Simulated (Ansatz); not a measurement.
Data:

TaP in space group P-6m2 (No. 187; Ta on 1e, P on 1b), a = b = 3.2634 Å, c = 3.2978 Å, α = β = 90.00°, γ = 120.00°.

This is the LDA-relaxed structure.

Q: All from DFT-LDA in the program Ansatz with PAW potentials, unless another level is named. Estimate the electronic character.

A: metallic (no gap).

Q: And the density of states at the Fermi level?

A: 0.14 states/eV per atom (mean over ±0.08 eV).

Q: Give the formation energy from the elements (no fitted shifts).

A: -1.04 eV/atom.

The workflow started from a Materials Project entry (that database holds measured and hypothetical structures alike); the Crystallography Open Database copy checked does not list it. COD files the formula under space group No. 141. Whether it is the stable phase at ambient conditions was not checked. Symmetry was held in the LDA relaxation; whether a distortion lowers the energy is not shown. No spin polarisation was allowed. The references are the lowest solids computed at this level, not always the standard phases. Scalar-relativistic: spin–orbit coupling is off unless named, which matters more the heavier the elements.

Potentials: the earlier of the program's two PAW sets. The files were generated under PBE; for other functionals the program regenerates the frozen cores, and for LDA and PBEsol the local potential too.
